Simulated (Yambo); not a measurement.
**Convergence of the G0W0 gap of Na$_{3}$BrO**

G0W0@PBEsol for Na$_{3}$BrO (anti-perovskite, space group Pm-3m, No. 221) in Yambo. Reference settings: 2×2×2 Γ-centred k mesh, bands 7 to 276 and a 7 Ry block in the screening, 276 bands in G with the Bruneval-Gonze terminator, plasmon pole fitted at 27.2 eV. The PBEsol gap Γ → Γ on this mesh is 1.94 eV; G0W0 gaps are taken between the same points.

```
change from the reference       G0W0 gap Γ → Γ (eV)  shift of the valence edge (eV)        rough Yambo cost
------------------------------  -------------------  ------------------------------  ----------------------
reference settings                             3.50                           -0.93                       1
110 bands in W, 110 bands in G                 3.58                           -0.77               about 1/2
180 bands in W, 180 bands in G                 3.51                           -0.86  within a factor of two
110 bands in G                                 3.52                           -0.92                       –
180 bands in G                                 3.50                           -0.93                       –
134 bands in W                                 3.53                           -0.82  within a factor of two
1 Ry block                                     3.93                           -1.32  within a factor of two
3 Ry block                                     3.38                           -0.89  within a factor of two
6 Ry block                                     3.46                           -0.91  within a factor of two
pole fitted at 10 eV                           3.41                           -0.78                       –
no random integration                          3.39                           -0.68                       –
110 bands in G, no terminator                  3.22                           -0.41                       –
180 bands in G, no terminator                  3.29                           -0.60                       –
no terminator                                  3.38                           -0.75                       –
```

The reference isn't shown to be the converged limit. Costs are rough (shared machines), scaled to the same edge states, and given only for runs that recompute the screening.

The cell is held in this high symmetry; tilts and polar distortions were not searched.

Spin-orbit coupling is included.

Geometry of the Materials Project entry, not relaxed at this level; primitive cell a = b = c = 4.533 Å, α = β = γ = 90.00°.

The structure is a Materials Project entry; no match was found in the copy of COD used, and its stability was not checked.

A shift is the quasiparticle energy of the state minus its PBEsol energy.
